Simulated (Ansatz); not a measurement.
TiSi₂ (C54 type, space group Fddd)

```yaml
crystal:
  lattice:
    - [0.00000, 4.13234, 4.28268]
    - [2.40310, 0.00000, 4.28268]
    - [2.40310, 4.13234, 0.00000]
  atoms:
    - { symbol: Si, position: [0.66302, 0.33698, 0.66302] }
    - { symbol: Si, position: [0.33698, 0.66302, 0.33698] }
    - { symbol: Si, position: [0.58698, 0.91302, 0.58698] }
    - { symbol: Si, position: [0.91302, 0.58698, 0.91302] }
    - { symbol: Ti, position: [0.00000, 0.00000, 0.00000] }
    - { symbol: Ti, position: [0.25000, 0.25000, 0.25000] }
```

In each cell atom 1 (Si, nearest neighbour Si at 2.535 Å; its periodic images, 4.8 Å or more away, move with it) moves by s·(0.474, -0.248, 0.845) (towards the nearest neighbour), the rest being held.

Computed with PBE (plane waves to 420 eV, PAW, scalar-relativistic; Ansatz, a quantum-chemistry and plane-wave program). k mesh 10×10×10 (Γ-centred), Fermi-Dirac smearing 0.05 eV. E stands for the smeared free energy. With partly filled bands, energies and forces of such displacements shift with the k mesh and the smearing. TiSi2 is run without spin polarisation. TiSi2 was relaxed with its symmetry unable to fall. ΔE is measured from the undisplaced structure.

The scan covers s from -0.760 to 0.760 Å in 11 points.

### Question
Is this a single well or a double well?

### Answer
A single well with its minimum at or next to zero displacement.

### Question
Is the energy the same for displacements of ±0.760 Å, and if not, which side lies higher?

### Answer
Not even: the positive side lies higher at ±0.760 Å. With its periodic images moving along, the atom's site symmetry in this cell is 2.

### Question
What is the energy change at s = 0.760 Å?

### Answer
4470 meV/cell.

### Question
What force acts on the atom along the line at s = -0.760 Å?

### Answer
9.95 eV/Å.

### Question
What is the force constant k = d²E/ds² of this move at s = 0?

### Answer
8.19 eV/Å².

(For displaced atoms, the force is minus the slope of the energy, and its curvature is a force constant, which sets phonon frequencies.)
